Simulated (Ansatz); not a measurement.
MoSi$_{2}$ (MoSi2 type, space group I4/mmm)

```yaml
crystal:
  lattice:
    - [-1.60846, 1.60846, 3.93652]
    - [1.60846, -1.60846, 3.93652]
    - [1.60846, 1.60846, -3.93652]
  atoms:
    - { symbol: Mo, position: [0.00000, 0.00000, 0.00000] }
    - { symbol: Si, position: [0.33511, 0.33511, 0.00000] }
    - { symbol: Si, position: [0.66489, 0.66489, 0.00000] }
```

The relaxed cell is deformed in two ways at once: its volume V is scaled, and at that volume it is stretched along z (the c axis of the conventional cell) so that c/a changes. Fractional atomic positions are held.

Calculation: PBE (plane waves to 420 eV, PAW, scalar-relativistic; Ansatz, a first-principles code). k mesh 20×20×20 (Γ-centred), Fermi-Dirac smearing 0.05 eV. The energy includes the smearing's −TS. As the atoms are clamped, bonds stretch with the cell, which overstates energies and stresses. With partly filled bands, the response to shear is sensitive to the k mesh, so small differences along c/a are uncertain. MoSi2 is run without spin polarisation. MoSi2 was relaxed with its symmetry unable to fall. The zero of ΔE is the relaxed starting cell.

```tsv
ΔE (meV/atom)	V/V₀ = 0.960	V/V₀ = 0.973	V/V₀ = 0.987	V/V₀ = 1.000	V/V₀ = 1.013	V/V₀ = 1.027	V/V₀ = 1.040
(c/a)/(c/a)₀ = 0.880	234	218	205	196	190	187	188
(c/a)/(c/a)₀ = 0.920	?	95	86	80	78	79	83
(c/a)/(c/a)₀ = 0.960	38	?	21	19	19	22	?
(c/a)/(c/a)₀ = 1.000	15	7	2	0	2	6	13
(c/a)/(c/a)₀ = 1.040	?	21	17	16	18	23	?
(c/a)/(c/a)₀ = 1.080	?	64	59	58	60	64	?
(c/a)/(c/a)₀ = 1.120	136	127	122	119	120	124	130
```

### Question
What belongs in the gaps?

### Answer

- (c/a)/(c/a)₀ = 0.920, V/V₀ = 0.960: 107
- (c/a)/(c/a)₀ = 0.960, V/V₀ = 0.973: 28
- (c/a)/(c/a)₀ = 0.960, V/V₀ = 1.040: 28
- (c/a)/(c/a)₀ = 1.040, V/V₀ = 0.960: 30
- (c/a)/(c/a)₀ = 1.040, V/V₀ = 1.040: 30
- (c/a)/(c/a)₀ = 1.080, V/V₀ = 0.960: 72
- (c/a)/(c/a)₀ = 1.080, V/V₀ = 1.040: 71

(Under strain, the slope of the energy per volume gives the stress and its curvature an elastic modulus.)
